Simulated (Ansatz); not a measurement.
CdSe (zinc blende)

Space group F-43m (No. 216); a = 6.1964 Å, b = 6.1964 Å, c = 6.1964 Å, α = 90.00°, β = 90.00°, γ = 90.00°

```csv
atom,site,symmetry,x,y,z
Se,4c,-43m,0.2500,0.2500,0.2500
Cd,4a,-43m,0.0000,0.0000,0.0000
```
(The calculation used a cell of 2 atoms; values per cell refer to that cell.)

The volume is varied about the relaxed value V₀ at fixed cell shape. Symmetry pins the atoms to their sites.

All values below come from PBE (plane waves to 420 eV, PAW, scalar-relativistic; Ansatz, a program for electronic structure). k mesh 9×9×9 (Γ-centred), Fermi-Dirac smearing 0.05 eV. Energies are smeared free energies. Stress and pressure are positive under compression. CdSe was relaxed with its symmetry unable to fall. The PAW data are Ansatz's earlier set. ΔE is measured from the relaxed starting cell.

Q: Give the computed ΔE (eV/atom) and P (GPa) at V/V₀ = 0.840, 0.893, 0.920, 0.947, 1.027, 1.053, 1.107, 1.133.

A: 
```csv
V/V₀,ΔE (eV/atom),P (GPa)
0.840,0.1476,11.7
0.893,0.0584,6.6
0.920,0.0310,4.5
0.947,0.0130,2.8
1.027,0.0028,-1.1
1.053,0.0108,-2.1
1.107,0.0391,-3.6
1.133,0.0583,-4.2
```

(A scan under strain: stresses follow from slopes of the energy per volume, elastic moduli from its curvatures.)
